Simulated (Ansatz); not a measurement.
Ti₃Ge₂: from a guess to a relaxed structure

The calculation used DFT PBE, scalar-relativistic, plane waves, PAW in Ansatz 0.2.0. Cutoff 420 eV, Gaussian smearing, Γ-centred meshes. Cell and atoms relax first on a coarse mesh and then on a finer one. In between, the cell is made exact in the group found at 0.06 Å. In metals the finer mesh still leaves noise of several meV/atom or more. The steps can't lower the symmetry of their start. No spin polarisation in the relaxation; trial moments died out in a coarse test.

Recipe of this trial structure of Ti₃Ge₂: random cell by space group and Wyckoff sites (Pm-3m, No. 221). The dimensions are guesses.

```
Ti Ge
1.0
     4.46686    0.00000    0.00000
     0.00000    4.46686    0.00000
     0.00000    0.00000    4.46686
Ti Ge
3 2
Cartesian
  2.2334 0.0000 0.0000
  0.0000 2.2334 0.0000
  0.0000 0.0000 2.2334
  0.0000 0.0000 0.0000
  2.2334 2.2334 2.2334
```

Formation energies are uncorrected and refer to the elements' standard structures at the same level.

Task: Where does the relaxation end?

Result: The symmetry stays Pm-3m (No. 221). The volume per atom grows by 14.2 %, from 17.8 to 20.4 Å³. The shortest distance goes from 2.23 Å (Ti–Ge) to 2.33 Å (Ti–Ge). The energy falls by about 0.10 eV/atom (the start's value is from the coarse mesh). Conventional cell: a = 4.669 Å. Ti has 2 Ge at 2.33 Å, 4 Ge at 3.30 Å and 8 Ti at 3.30 Å; Ge on its first site has 6 Ti at 2.33 Å; around Ge on its second site lie 12 Ti at 3.30 Å.

```yaml
crystal:
  lattice:
    - [4.66863, 0.00000, 0.00000]
    - [0.00000, 4.66863, 0.00000]
    - [0.00000, 0.00000, 4.66863]
  atoms:
    - { symbol: Ti, position: [0.50000, 0.00000, 0.00000] }
    - { symbol: Ti, position: [0.00000, 0.50000, 0.00000] }
    - { symbol: Ti, position: [0.00000, 0.00000, 0.50000] }
    - { symbol: Ge, position: [0.00000, 0.00000, 0.00000] }
    - { symbol: Ge, position: [0.50000, 0.50000, 0.50000] }
```

Task: Give its energy and gap.

Result: The formation energy is +0.31 eV/atom and the gap on the 8×8×8 mesh of the 5-atom cell is 0 eV (a metal).

It can't be a ground state, since the elements alone are lower.

The last run used Gaussian smearing of 0.10 eV. A structure relaxed within its symmetry needn't be a true minimum. Another cell of Ti3Ge2 relaxed alike, in P-3m1, lies 0.67 eV/atom lower, so this cell isn't the stable form at this level.
